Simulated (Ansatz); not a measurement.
Data:

CaTiO3:
```xyz
10
Lattice="2.7043 1.5613 4.3765 -2.7043 1.5613 4.3765 0.0000 -3.1226 4.3765" Properties=species:S:1:pos:R:3 pbc="T T T"
Ca     0.0000     0.0000     3.2823
Ca     0.0000     0.0000     9.8470
Ti     0.0000     0.0000     0.0000
Ti     0.0000     0.0000     6.5647
O      0.3834     1.5613     7.6588
O     -1.5438    -0.4486     7.6588
O      1.1604    -1.1127     7.6588
O     -0.3834    -1.5613     5.4706
O      1.5438     0.4486     5.4706
O     -1.1604     1.1127     5.4706
```

This is the PBEsol-relaxed structure.

Question: All from plane-wave PAW PBEsol (Ansatz code), unless another level is named. Estimate the Born charges (a third of the trace).

Answer: Ca +2.47, Ti +7.05, O -3.17 e.

Question: And the electronic dielectric constant ε∞ (DFPT)?

Answer: 6.31 (xx = yy), 6.23 (zz).

Space group R-3c. The start of the workflow was typed in or built on a structure type; neither database checked (COD, Materials Project) lists it. COD files the formula under space group No. 11, 62, 65, 140, 221. Its standing as an ambient phase is unchecked. The PBEsol relaxation kept the symmetry of its start. At this level the phase is dynamically unstable (imaginary phonons). The workflow began spin-polarised and lost its moments.

Potentials: the earlier of the program's two PAW sets. The files were generated under PBE; for other functionals the program regenerates the frozen cores, and for LDA and PBEsol the local potential too.
